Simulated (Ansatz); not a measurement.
## KRb₂GaF₆: a fit and a missing row

KRb₂GaF₆, Fm-3m, a = 8.790 Å. The structure is a Materials Project entry; whether it is the stable form wasn't checked. Ansatz: r2SCAN, PAW, 500 eV, Γ-centred 6×6×6 mesh on 10 atoms, Gaussian smearing 0.02 eV; no spin polarisation. Shape and atoms are relaxed at each volume; pressure is positive in compression.

```tsv
V (Å³/atom)	P (GPa)
15.961	3.19
16.470	1.43
16.980	-0.01
17.489	?
17.998	-2.15
```

Question: Take V0 = 16.980 Å³/atom, count pressures from its P0 = -0.01 GPa, fit the third-order Birch–Murnaghan form to the other rows, and predict the missing pressure.

Answer: With the Eulerian strain f = ½[(V0/V)^(2/3) − 1] and y = (P − P0)/[3f(1 + 2f)^(5/2)], the form is the line y = B0 + 1.5 B0 (B0′ − 4) f. Rows (f, y): 0.02106, 45.7; 0.01027, 44.4; -0.01904, 41.3. Means f = 0.004097, y = 43.800; Σ(Δf)² = 0.0008612, ΣΔfΔy = 0.09378; the slope is their ratio. y = 43.35 + 108.9 f GPa, so B0 = 43.4 GPa and B0′ = 4 + 2 × (108.9)/(3 × 43.35) = 5.67. At V = 17.489, f = -0.00975, y = 42.29 and P = -1.19 GPa. The run gave -1.18 GPa, so the fit is 0.01 GPa too low, a small miss on the scale of the series.

Cost: 5 runs of about 12 core-minutes in all, on AMD EPYC (Zen 3) (shared hosts).